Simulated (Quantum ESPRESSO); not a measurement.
# Al2InGaAs4: convergence and cost over cutoff and k mesh

A calculation, not a measurement. The program is pw.x of Quantum ESPRESSO 7.5 (plane-wave density functional theory). The cell is made up: 8 atoms on a zincblende/diamond lattice, with randomly drawn elements, strain and displacements, not relaxed. PseudoDojo standard norm-conserving files (v0.5 for PBE, v0.4.1 for LDA and PBEsol) set the functional; there is no spin polarisation, spin-orbit coupling or dispersion term, and the masses in the input are unused placeholders.

Input of the run in row 4:

```
&control calculation='scf', pseudo_dir='./dojo.nc.sr.pbe.v0_5.standard.upf', outdir='./o', disk_io='low', tprnfor=.true., tstress=.true. /
&system ibrav=0, nat=8, ntyp=4, nbnd=52, ecutwfc=84.00895049, nosym=.true., tot_charge=0,
 occupations='smearing', smearing='fd', degauss=0.0018374661
/
&electrons conv_thr=7.350e-09, electron_maxstep=60, /
ATOMIC_SPECIES
Al 1.0 Al.upf
As 1.0 As.upf
Ga 1.0 Ga.upf
In 1.0 In.upf
CELL_PARAMETERS angstrom
5.8056 0.0 0.0
0.0 5.8056 0.0
0.0 0.0 5.8056
ATOMIC_POSITIONS angstrom
Al 0.0695 -0.0552 -0.0347
In -0.0005 2.902 2.8679
Ga 2.917 -0.0496 2.865
Al 2.8439 2.9241 -0.0236
As 1.4418 1.5406 1.4607
As 1.4559 4.3514 4.3936
As 4.2941 1.4655 4.3681
As 4.4393 4.3734 1.4466
K_POINTS automatic
4 4 4 1 1 1
```

The same cell was run at these settings. Meshes are shifted by half a step, and differences are from the last row, which is itself not exact.

```
cutoff (eV)     k mesh  k points solved  threshold (eV)  free energy less the last row's (eV)  pressure (GPa)  largest stress difference (GPa)  largest force difference (eV/Å)  iterations  wall time (s)  k-point pools                  processor
        800  2 x 2 x 2                4           1e-04                                10.778          -73.94                            76.34                            0.100           7             15              4  Intel Xeon, 2023 or later
       1143  1 x 1 x 1                1           1e-07                                 8.581            7.18                             4.84                            0.341          11             31              4  Intel Xeon, 2023 or later
        721  4 x 4 x 4               32           1e-07                                35.532         -197.87                           200.27                            0.032          10             58              4  Intel Xeon, 2023 or later
       1143  4 x 4 x 4               32           1e-07                                 0.011            2.39                             0.00                            0.002          11            139              4  Intel Xeon, 2023 or later
       1437  6 x 6 x 6              108           1e-07                                 0.000            2.39                             0.00                            0.000          11            623              4  Intel Xeon, 2023 or later
```

Each pool is one process. Wall times include start-up and a band step at six k points, which weighs most on the coarsest meshes. The runs were on shared virtual cores whose load varied, so times are rough.